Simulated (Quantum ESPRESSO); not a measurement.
# Planted mistakes on one cell of Mg2CaZnO4

Calculated results; nothing here was measured. They come from pw.x of Quantum ESPRESSO 7.5, a plane-wave density functional program, with PseudoDojo standard norm-conserving files (v0.5 for PBE, v0.4.1 for LDA and PBEsol). The cells are made up: elements, strain and atom displacements were drawn at random, and nothing was relaxed. There is no spin polarisation, spin-orbit coupling or dispersion term.

The cell has 8 sites of a rocksalt lattice. Sites 1 to 4 hold Mg Ca Zn Mg; sites 5 to 8 hold O O O O. Cell vectors in Å: (4.465, -0.042, -0.011); (-0.042, 4.487, 0.022); (-0.011, 0.022, 4.602). Settings: PBE, cutoff 1143 eV, 4 x 4 x 4 k mesh shifted by half a step, Fermi-Dirac smearing of 0.025 eV.

The intended run has a self-consistency threshold of 1e-07 eV, a smearing term of 0.000 eV, a pressure of -4.57 GPa and 12 iterations. Each further run changes one thing: all lengths scaled by 0.9850; atoms of sites 3 and 4 exchanged; cutoff 633 eV; files of LDA; k mesh 2 x 2 x 2; one electron removed; smearing 0.74 eV; threshold 0.3 eV. A coarse mesh keeps the shift, and a charged cell sits in a uniform background.

| run | change of free energy (eV) | smearing term -TS (eV) | change of P (GPa) | largest change of a force component (eV/Å) | iterations |
| --- | --- | --- | --- | --- | --- |
| A | -7.654 | -0.025 | -22.15 | 0.073 | 16 |
| B | 13.115 | 0.000 | -9.29 | 0.090 | 12 |
| C | 0.009 | 0.000 | 0.00 | 0.212 | 12 |
| D | -0.046 | 0.000 | 5.70 | 0.103 | 12 |
| E | -0.302 | -1.166 | 2.09 | 0.063 | 10 |
| F | 32.015 | 0.000 | -278.74 | 0.260 | 12 |
| G | -0.026 | 0.000 | -0.34 | 0.039 | 12 |
| H | 0.026 | 0.000 | 0.66 | 0.037 | 5 |

A rerun of the intended cell at 1437 eV and k mesh 6 x 6 x 6 moved values by no more than 0.002 eV in the cell's energy, 0.04 GPa in stress and 0.004 eV/Å in force.

Question: which change belongs to which run?

## Worked reading

Run H has the fewest iterations, as a run stopped early does. Run E has the largest smearing term, as wide smearing gives. Run F has a higher energy and the largest fall in pressure, as too small a basis gives. Run D changes the volume by a factor of 0.9557; minus its pressure change over the logarithm of that factor, 126 GPa, is a rough bulk modulus with clamped atoms. Energies from files of another functional, or of a charged cell, have another zero and say nothing on stability; the pressure of a charged cell rests on the program's zero of potential too.

## Key

| run | change |
| --- | --- |
| A | one electron removed |
| B | files of LDA |
| C | atoms of sites 3 and 4 exchanged |
| D | all lengths scaled by 0.9850 |
| E | smearing 0.74 eV |
| F | cutoff 633 eV |
| G | k mesh 2 x 2 x 2 |
| H | threshold 0.3 eV |